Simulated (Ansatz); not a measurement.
Q: Name crystals whose computed values (the program Ansatz at the LDA level (PAW)) fall in these windows: highest Γ mode, no LO–TO term (cm⁻¹) 160 to 220; B₀ by P(V) fit (GPa) 180 to 250.

A: 

```
crystal                          highest Γ mode, no LO–TO term (cm⁻¹)  B₀ by P(V) fit (GPa)
-------------------------------  ------------------------------------  --------------------
NbPd, R-3m (Nb on 3a, Pd on 3b)                                   194                   213
PtAu, R-3m (Pt on 3b, Au on 3a)                                   179                   247
ZrOs, CsCl type                                                   189                   234
SnPd3, Cu3Au type                                                 214                   196
ZrRh, CsCl type                                                   165                   194
```
Others may fit too.

Standing as an ambient phase not checked: NbPd, R-3m (Nb on 3a, Pd on 3b); PtAu, R-3m (Pt on 3b, Au on 3a); ZrOs, CsCl type; SnPd3, Cu3Au type; ZrRh, CsCl type. Perhaps ordered models of mixed-site phases: NbPd, R-3m (Nb on 3a, Pd on 3b); PtAu, R-3m (Pt on 3b, Au on 3a). All cells were relaxed under the symmetry of their starts (and spin orders); stability against distortions was not tested throughout. Rows with no word on spin ran without spin polarisation. Spin–orbit coupling is left out wherever it is not named.

Potentials: the later of the program's two PAW sets.
